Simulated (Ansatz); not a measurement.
# ScHg (Pm-3m): the size of the finite step

```xyz
2
Lattice="3.4263 0.0000 0.0000 0.0000 3.4263 0.0000 0.0000 0.0000 3.4263" Properties=species:S:1:pos:R:3 pbc="T T T"
Sc    1.7131    1.7131    1.7131
Hg    0.0000    0.0000    0.0000
```

The conventional cell has a = 3.426 Å, b = 3.426 Å, c = 3.426 Å, α = 90.00°, β = 90.00°, γ = 90.00°. Around Sc (atom 1) lie 8 Hg at 2.97 Å. Around Hg (atom 2) lie 8 Sc at 2.97 Å.

Unless marked otherwise, the numbers come from LDA, PAW on Ansatz 0.2.0's default frozen-core files (fitted under PBE), scalar-relativistic. k mesh 14×14×14, strains of ±0.005, Fermi-Dirac smearing of 0.100 eV, cutoff 420 eV. The cell was relaxed by PAW under this functional, which moved its volume by -5 % from the database entry's.

(1) Elastic constants come from stresses at strains of ±0.005 (two-point stencil): C11 = 116.2, C12 = 86.6, C44 = 56.8 GPa. What does an amplitude of 0.0002 give?

Answers

(1) C11 = 116.7, C12 = 87.0, C44 = 57.1 GPa. Nothing moves by 1 %. Steps under 0.001 aren't safe in general, since the basis can change from cell to cell and the noise grows as 1/δ.

Caveats: frozen-core PAW files fitted under PBE, their cores solved anew for the functional of the run; responses of metals move with mesh and smearing; no spin-orbit coupling on heavy atoms; the softest shear constant rests on one k mesh, and a soft shear can herald a distortion on cooling.
